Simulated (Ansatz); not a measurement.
The cell is a 12-atom cell of TiSn3O8 built on the anatase structure (relaxed group Cm); cell and atoms were relaxed with r2SCAN. Space group Cm (No. 8), monoclinic; a = 10.919 Å, b = 3.933 Å, c = 7.848 Å, β = 111.0° in the conventional setting, 13.11 Å³ an atom. Around Ti lie 6 O at 1.94–2.02 Å; around Sn lie 6 O at 2.01–2.10 Å; around O lie 3 Sn at 2.02–2.10 Å; around O lie 2 Sn at 2.01–2.02 Å and 1 Ti at 2.02 Å; around O lie 1 Ti at 1.96 Å and 2 Sn at 2.08 Å; around O lie 3 Sn at 2.03–2.08 Å; around Sn lie 6 O at 2.02–2.08 Å; around Sn lie 6 O at 2.02–2.11 Å (further sites aren't listed).

```cif
data_structure
_symmetry_space_group_name_H-M 'Cm'
_symmetry_Int_Tables_number 8
_cell_length_a 10.9194
_cell_length_b 3.9333
_cell_length_c 7.8480
_cell_angle_alpha 90.000
_cell_angle_beta 110.998
_cell_angle_gamma 90.000
_cell_volume 314.68
loop_
_atom_site_label
_atom_site_type_symbol
_atom_site_symmetry_multiplicity
_atom_site_Wyckoff_symbol
_atom_site_fract_x
_atom_site_fract_y
_atom_site_fract_z
_atom_site_occupancy
Ti1 Ti 2 a 0.00031 0.00000 0.00146 1
Sn1 Sn 2 a 0.25271 0.50000 0.62870 1
O1 O 2 a 0.04703 0.50000 0.52324 1
O2 O 2 a 0.30237 0.50000 0.90184 1
O3 O 2 a 0.45701 0.50000 0.73660 1
O4 O 2 a 0.20410 0.00000 0.60183 1
Sn2 Sn 2 a 0.00019 0.00000 0.49868 1
Sn3 Sn 2 a 0.24683 0.50000 0.12122 1
O5 O 2 a 0.04226 0.50000 0.02167 1
O6 O 2 a 0.29824 0.50000 0.39850 1
O7 O 2 a 0.45400 0.50000 0.21842 1
O8 O 2 a 0.19496 0.00000 0.09785 1
```

3 runs of the PAW code Ansatz on this cell differ in the functional (and in the settings that go with it). Levels are in eV from each run's valence top; v1 is the last filled band, c1 the first empty one.

Run A, mean stress -1.6 GPa (compression positive):
```
point     v2     v1    c1    c2
    Γ  -0.47  -0.28  4.16  4.97
    C  -0.16  -0.02  4.95  5.26
   Y₂  -0.33  -0.25  4.97  5.25
   M₂  -0.46  -0.28  4.77  4.96
    D  -0.12  -0.09  4.98  5.24
    A  -0.53  -0.41  4.80  4.96
```

Run B, mean stress -1.7 GPa (compression positive):
```
point     v2     v1    c1    c2
    Γ  -0.47  -0.28  4.90  5.74
    C  -0.16  -0.03  5.72  6.03
   Y₂  -0.32  -0.25  5.74  6.02
   M₂  -0.46  -0.28  5.53  5.73
    D  -0.11  -0.10  5.76  6.01
    A  -0.53  -0.41  5.56  5.73
```

Run C, mean stress 0.0 GPa (compression positive):
```
point     v2     v1    c1    c2
    Γ  -0.45  -0.30  3.11  3.69
    C  -0.21  -0.02  3.64  3.93
   Y₂  -0.32  -0.26  3.69  3.95
   M₂  -0.44  -0.32  3.55  3.68
    D  -0.18  -0.09  3.67  3.92
    A  -0.50  -0.40  3.59  3.69
```

**Question.** Match the runs to r2SCAN, HSE06, PBE0.

**Answer.** A is HSE06, B is PBE0, C is r2SCAN. In order of the gap: r2SCAN 3.11, HSE06 4.16, PBE0 4.90 eV. The stress vanishes for r2SCAN, which relaxed the cell.

The cell comes from a prototype generator: it can be a known phase or a hypothetical one. Spin polarisation is off.

Spin-orbit coupling is left out, which matters wherever the heavy atoms make up the band edges.

The stress of a hybrid is loosely converged in these runs.

The meshes of the hybrids are coarse, so their gaps aren't converged to the digits shown.
